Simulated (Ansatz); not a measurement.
TiO₂:
```cif
data_O16Ti8
_chemical_formula_sum 'Ti8 O16'
_space_group_name_H-M_alt 'Pbca'
_space_group_IT_number 61
_space_group_name_Hall '-P 2ac 2ab'
_cell_length_a 5.13521
_cell_length_b 9.18802
_cell_length_c 5.45382
_cell_angle_alpha 90.000
_cell_angle_beta 90.000
_cell_angle_gamma 90.000
loop_
_atom_site_label
_atom_site_type_symbol
_atom_site_symmetry_multiplicity
_atom_site_Wyckoff_symbol
_atom_site_fract_x
_atom_site_fract_y
_atom_site_fract_z
_atom_site_occupancy
Ti1 Ti 8 c 0.13816 0.37103 0.40555 1
O1 O 8 c 0.31711 0.48983 0.14906 1
O2 O 8 c 0.46458 0.26976 0.38998 1
```

Relaxed with r²SCAN.

Problem. Which orbitals make up the states near the band edges in r²SCAN (plane waves, PAW; program Ansatz)?

Solution. Top 1 eV of the valence band: O 2p 93 %, Ti 3d 6 %. Bottom 1 eV of the conduction band: Ti 3d 90 %, O 2p 8 %. Projections are on Löwdin-orthogonalised atomic valence shells; empty p or d shells of many metals are not among them.

Problem. Tabulate the density of states.

Solution. States/eV per cell of 24 atoms, in 0.25 eV bins, energy from the valence-band maximum.

| E (eV) | total | O 2p | Ti 3d | O 2s |
|---|---|---|---|---|
| -5.10 | 0.00 | 0.00 | 0.00 | 0.00 |
| -4.85 | 13.80 | 9.56 | 3.05 | 0.06 |
| -4.60 | 26.94 | 18.76 | 6.47 | 0.12 |
| -4.35 | 22.67 | 15.98 | 5.73 | 0.11 |
| -4.10 | 25.22 | 18.25 | 6.11 | 0.10 |
| -3.85 | 25.82 | 18.78 | 6.25 | 0.11 |
| -3.60 | 19.76 | 14.66 | 4.49 | 0.11 |
| -3.35 | 15.62 | 11.63 | 3.46 | 0.13 |
| -3.10 | 16.95 | 12.87 | 3.47 | 0.19 |
| -2.85 | 16.05 | 12.49 | 2.86 | 0.19 |
| -2.60 | 17.68 | 14.10 | 2.80 | 0.22 |
| -2.35 | 20.20 | 16.39 | 3.05 | 0.22 |
| -2.10 | 16.06 | 13.35 | 2.13 | 0.17 |
| -1.85 | 19.07 | 16.25 | 2.16 | 0.15 |
| -1.60 | 23.70 | 20.78 | 2.20 | 0.15 |
| -1.35 | 19.47 | 17.06 | 1.92 | 0.10 |
| -1.10 | 21.76 | 19.35 | 1.95 | 0.09 |
| -0.85 | 25.15 | 23.04 | 1.66 | 0.09 |
| -0.60 | 21.63 | 20.19 | 1.12 | 0.06 |
| -0.35 | 12.93 | 12.21 | 0.58 | 0.02 |
| -0.10 | 3.52 | 3.36 | 0.13 | 0.00 |
| 0.15 | 0.00 | 0.00 | 0.00 | 0.00 |
| 0.40 | 0.00 | 0.00 | 0.00 | 0.00 |
| 0.65 | 0.00 | 0.00 | 0.00 | 0.00 |
| 0.90 | 0.00 | 0.00 | 0.00 | 0.00 |
| 1.15 | 0.00 | 0.00 | 0.00 | 0.00 |
| 1.40 | 0.00 | 0.00 | 0.00 | 0.00 |
| 1.65 | 0.00 | 0.00 | 0.00 | 0.00 |
| 1.90 | 0.00 | 0.00 | 0.00 | 0.00 |
| 2.15 | 0.00 | 0.00 | 0.00 | 0.00 |
| 2.40 | 0.00 | 0.00 | 0.00 | 0.00 |
| 2.65 | 0.04 | 0.00 | 0.04 | 0.00 |
| 2.90 | 2.31 | 0.16 | 2.12 | 0.01 |
| 3.15 | 19.47 | 1.29 | 17.83 | 0.12 |
| 3.40 | 34.46 | 2.79 | 30.96 | 0.25 |
| 3.65 | 29.65 | 3.05 | 25.93 | 0.23 |
| 3.90 | 19.87 | 2.68 | 16.66 | 0.18 |
| 4.15 | 25.34 | 4.13 | 20.50 | 0.21 |
| 4.40 | 25.85 | 5.09 | 19.94 | 0.20 |
| 4.65 | 24.25 | 5.53 | 17.70 | 0.16 |
| 4.90 | 9.85 | 2.43 | 6.83 | 0.06 |
| 5.15 | 0.90 | 0.23 | 0.61 | 0.00 |
| 5.40 | 1.16 | 0.09 | 0.88 | 0.15 |
| 5.65 | 12.18 | 1.25 | 8.95 | 1.50 |
| 5.90 | 13.26 | 1.91 | 9.48 | 1.37 |
| 6.15 | 9.50 | 1.78 | 6.59 | 0.78 |
| 6.40 | 13.83 | 3.07 | 9.35 | 0.92 |
| 6.65 | 14.17 | 3.55 | 9.39 | 0.74 |
| 6.90 | 17.27 | 4.85 | 11.13 | 0.69 |
| 7.15 | 12.38 | 3.71 | 7.86 | 0.40 |
| 7.40 | 7.46 | 2.39 | 4.68 | 0.15 |

The cell was relaxed with r²SCAN under the symmetry of its start; of distortions, only those at the zone centre were tested. No spin polarisation was allowed.

Potentials: the later of the program's two PAW sets.
